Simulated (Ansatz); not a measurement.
Input file for Ansatz (a first-principles code):

Ansatz 0.2 input:
```yaml
crystal:
  lattice:
    - [0.0, 2.1021082462, 2.1021082462]
    - [2.1021082462, 0.0, 2.1021082462]
    - [2.1021082462, 2.1021082462, 0.0]
  atoms:
    - { symbol: O, position: [0.0, 0.0, 0.0] }
    - { symbol: Mg, position: [0.5, 0.5, 0.5] }
kpoints:
  mp_grid: { grid: [11, 11, 11] }
hamiltonian:
  xc: r2scan
  pseudopotentials: { kind: paw }
scf:
  occupations: { method: fixed }
phonons:
  method: dfpt
  response_accuracy: low
  eigenvectors: true
  rigid_motions: translations
  dielectric: true
  raman: true
```

Output (shortened):

```
Pseudopotential: O, paw, valence charge 6
Pseudopotential: Mg, paw, valence charge 10
Functional definition: r2SCAN
Crystal: 2 atoms, lattice volume = 18.578 Å³
Basis set: ecut = 500 eV, 459 PW (Γ), exchange–correlation on 216×216×216 points (729 copies of the dense FFT grid, shifted against one another)
Bands: 12, of which v1, the nominal top of the filled ones, is band 8 counted from 1 (7 counted from 0)
Symmetry: 48 space group operations
k-points: 126 of 1331 (irreducible under 8 space group operations, time reversal used)
SCF iter   1: F=—  HF=-2498.250943 eV  |F-HF|=—  |Δ(HF+E_count)|=         —  Δρ=9.83e-3  dr2=1.04e-2  dr2_τ=7.15e-2  ethr=1.77e-3  ⟨swp⟩=4.8  Hψ=7992  notcnv=0  defer=220
preconditioner: auto → none
SCF iter   2: F=—  HF=-2498.335011 eV  |F-HF|=—  |Δ(HF+E_count)|=   8.41e-2  Δρ=4.72e-3  dr2=1.63e-3  dr2_τ=2.34e-4  ethr=6.47e-5  ⟨swp⟩=2.9  Hψ=3941  notcnv=0  defer=250
SCF iter   3: F=—  HF=-2498.335063 eV  |F-HF|=—  |Δ(HF+E_count)|=   5.15e-5  Δρ=9.59e-4  dr2=8.66e-5  dr2_τ=1.44e-5  ethr=1.02e-5  ⟨swp⟩=3.0  Hψ=2257  notcnv=0  defer=250
SCF iter   4: F=—  HF=-2498.335056 eV  |F-HF|=—  |Δ(HF+E_count)|=   6.04e-6  Δρ=2.24e-4  dr2=6.00e-6  dr2_τ=9.21e-7  ethr=5.41e-7  ⟨swp⟩=2.0  Hψ=1945  notcnv=0  defer=132
SCF iter   5: F=—  HF=-2498.335054 eV  |F-HF|=—  |Δ(HF+E_count)|=   2.75e-6  Δρ=2.84e-5  dr2=7.53e-8  dr2_τ=1.90e-8  ethr=3.75e-8  ⟨swp⟩=2.0  Hψ=1977  notcnv=0
SCF iter   6: F=—  HF=-2498.335056 eV  |F-HF|=—  |Δ(HF+E_count)|=   2.32e-6  Δρ=8.60e-6  dr2=2.60e-9  dr2_τ=1.08e-9  ethr=4.71e-10  ⟨swp⟩=2.1  Hψ=2268  notcnv=0
SCF iter   7: F=—  HF=-2498.335056 eV  |F-HF|=—  |Δ(HF+E_count)|=   1.54e-9  Δρ=1.57e-6  dr2=4.78e-10  dr2_τ=1.87e-11  ethr=1.62e-11  ⟨swp⟩=2.0  Hψ=2266  notcnv=0
SCF iter   8: F=-2498.335056 eV  HF=-2498.335056 eV  |F-HF|=2.27e-12  |Δ(HF+E_count)|=  1.10e-10  Δρ=1.79e-7  dr2=5.13e-12  dr2_τ=1.11e-13  ethr=1.00e-12  ⟨swp⟩=6.9  Hψ=7691  notcnv=0
SCF 1 converged in 8 iterations: F = -2498.335056 eV  dr2 = 5.13e-12
NSCF: frozen V_eff on 5 k-points
DFPT response loops at Γ: preconditioner auto → none (the input reference at scf.mixing.eps_inf says where Resta's filter doesn't serve); β = 0.50 …
── the response to a field inside a basis, on 12×12×12 k-points: an SCF that follows is theirs, and a resumed run solves both again ──
Crystal: 2 atoms, lattice volume = 18.578 Å³
Bands: 9, of which v1, the nominal top of the filled ones, is band 8 counted from 1 (7 counted from 0)
k-points: 182 of 1728 (irreducible under 12 space group operations)
SCF iter   1: F=—  HF=-2498.336294 eV  |F-HF|=—  |Δ(HF+E_count)|=         —  Δρ=1.89e-4  dr2=7.27e-7  dr2_τ=2.15e-6  ethr=1.00e-1
preconditioner: auto → none
SCF iter   2: F=—  HF=-2498.336299 eV  |F-HF|=—  |Δ(HF+E_count)|=   5.02e-6  Δρ=9.41e-5  dr2=1.90e-7  dr2_τ=3.35e-7  ethr=4.54e-9
SCF iter   3: F=—  HF=-2498.336301 eV  |F-HF|=—  |Δ(HF+E_count)|=   2.11e-6  Δρ=3.36e-5  dr2=7.59e-8  dr2_τ=3.58e-8  ethr=1.19e-9
SCF iter   4: F=—  HF=-2498.336301 eV  |F-HF|=—  |Δ(HF+E_count)|=   3.03e-7  Δρ=2.31e-6  dr2=4.05e-10  dr2_τ=1.39e-10  ethr=4.74e-10
SCF iter   5: F=-2498.336301 eV  HF=-2498.336301 eV  |F-HF|=7.73e-12  |Δ(HF+E_count)|=   1.20e-8  Δρ=4.71e-7  dr2=2.03e-11  dr2_τ=4.00e-12  ethr=2.53e-12
SCF 1 converged in 5 iterations: F = -2498.336301 eV  dr2 = 2.03e-11
DFPT response loops at Γ: mixed as the last ones told, above
DFPT response loops at Γ: mixed as the last ones told, above
DFPT response loops at Γ: mixed as the last ones told, above
SCF converged after 8 iterations
Free energy (F): -2498.335056 eV
Harris-Foulkes:  -2498.335056 eV  (|F-HF|=2.27e-12)
Internal energy: -2498.335056 eV  (E = F + TS)
E sigma→0 (E₀):  -2498.335056 eV
Fermi energy:    7.787068 eV
--- Per-component energies (eV) ---
  E_band       = -311.212518
  E_kinetic    = 256.750841
  E_local      = -1601.478775  (includes V_loc(G=0)·N_el)
  E_nonlocal   = 142.538525
  E_hartree    = 554.962920
  E_xc         = -103.294862
  E_vxc        = -149.071697  (∫ρ·V_xc dr)
  E_paw        = -455.983803  (= ΣΔE_a)
  E_vpaw       = -79.515193  (= ΣTr[D̂ρ^β])
  E_aug_tail   = 0.001031  (compensation charges beyond the density's cutoff)
  E_vtau       = 9.636898  (kinetic-family band-sum trace: ∫τ·v_τ [+ j·A + Jᵃ·Aᵃ] dr)
  E_ewald      = -1291.772785
  E_core_change = -0.058149  (= ΣΔE_core)
  E_smearing   =  0.000000  (= −TS)
  E_closure    =  0.000000  (closes the sum)
  Σ components = -2498.335056   (vs F -2498.335056, Δ=0.00e0)
  [band-id]    e_kinetic+e_local+e_nonlocal+2·e_hartree+e_vxc+e_vpaw+e_augmentation_tail+e_vtau = -311.212530   (vs E_band -311.212518, Δ=-1.19e-5)
--- Band table (eV; the first three rows and the last of 126) ---
  k-point 0: bands = ["-67.1156", "-32.1944", "-32.1944", "-32.1944", "-10.4445", "7.7871", "7.7871", "7.7871", "13.4728", "24.6444", "24.6444", "24.6444"]
  k-point 1: bands = ["-67.1150", "-32.2014", "-32.1950", "-32.1950", "-10.3543", "7.2582", "7.7287", "7.7287", "13.9900", "23.5660", "24.8576", "24.8576"]
  k-point 2: bands = ["-67.1132", "-32.2203", "-32.1968", "-32.1968", "-10.1029", "6.0971", "7.5764", "7.5764", "15.0751", "22.1277", "25.3432", "25.3432"]
  k-point 125: bands = ["-67.1047", "-32.2472", "-32.2443", "-32.2227", "-8.8783", "4.6794", "4.8923", "6.1442", "20.0881", "20.8213", "21.2641", "24.8634"]
--- Phonons (Γ-DFPT): 2 representative perturbations + reference, on 126 of 1331 k-points (Σ response iterations 9) ---
  ASR residual: 6.442e-5 → 0.000e0 eV/Å²; symmetrization residual: 2.845e-5 eV/Å²
  ASR residual per site (eV/Å²): 6.44e-5 5.35e-5
  Γ frequencies (cm⁻¹): 0.00 0.00 0.00 398.82 398.82 398.82
  ε∞ (high-frequency dielectric tensor):
        2.997690     0.000000     0.000000
        0.000000     2.997690     0.000000
        0.000000     0.000000     2.997690
  ε⁰ (static dielectric tensor: ions relaxed, cell fixed):
        9.754779     0.000000     0.000000
        0.000000     9.754779     0.000000
        0.000000     0.000000     9.754779
  ε⁰ − ε∞ (ionic part):
        6.757089     0.000000     0.000000
        0.000000     6.757089     0.000000
        0.000000     0.000000     6.757089
  softest optical mode at Γ: 398.82 cm⁻¹; the repairs (sum rule, projections) moved no ω² at Γ by more than (2.00 cm⁻¹)²
  Born effective charges Z* (e; rows j = field, columns β = displacement):
    site 0:
        -1.97860    0.00000    0.00000
         0.00000   -1.97860    0.00000
         0.00000    0.00000   -1.97860
    site 1:
         1.97860    0.00000    0.00000
         0.00000    1.97860    0.00000
         0.00000    0.00000    1.97860
  Z* charge neutrality: 2.329e-5 e pre-enforcement
  k-mesh period / interband length: 32.7 Å / 1.30 Å = 25.08 at k = (0.0000, 0.0000, 0.0000), direct gap 5.686 eV — 14 or more, which is no proof of convergence
  Raman tensors (in the event stream and the table raman_tensors.tsv) …
  optical modes at Γ without the LO–TO term, one row a degenerate level:
      ω (cm⁻¹)  modes    IR ((D/Å)²/amu)  static Raman (Å⁴/amu)  depolarisation
        398.82      3            28.0841                 0.0000               —
  optical modes at Γ + LO–TO along q̂ = [1.0000, 0.0000, 0.0000]:
      ω (cm⁻¹)  modes    IR ((D/Å)²/amu)  static Raman (Å⁴/amu)  depolarisation
        398.82      2            18.7227                 0.0000               —
        719.43      1             9.3614                 0.0000               —
  optical modes at Γ + LO–TO along q̂ = [0.0000, 1.0000, 0.0000]:
      ω (cm⁻¹)  modes    IR ((D/Å)²/amu)  static Raman (Å⁴/amu)  depolarisation
        398.82      2            18.7227                 0.0000               —
        719.43      1             9.3614                 0.0000               —
  optical modes at Γ + LO–TO along q̂ = [0.0000, 0.0000, 1.0000]:
      ω (cm⁻¹)  modes    IR ((D/Å)²/amu)  static Raman (Å⁴/amu)  depolarisation
        398.82      2            18.7227                 0.0000               —
        719.43      1             9.3614                 0.0000               —
```

Cost: about 11 core-minutes (a rough figure) on shared cores.

Space group Fm-3m (rock salt). The r²SCAN relaxation kept the symmetry of its start; phonons on a q-mesh show no instability.

Potentials: the later of the program's two PAW sets.

Ansatz is a plane-wave DFT program.
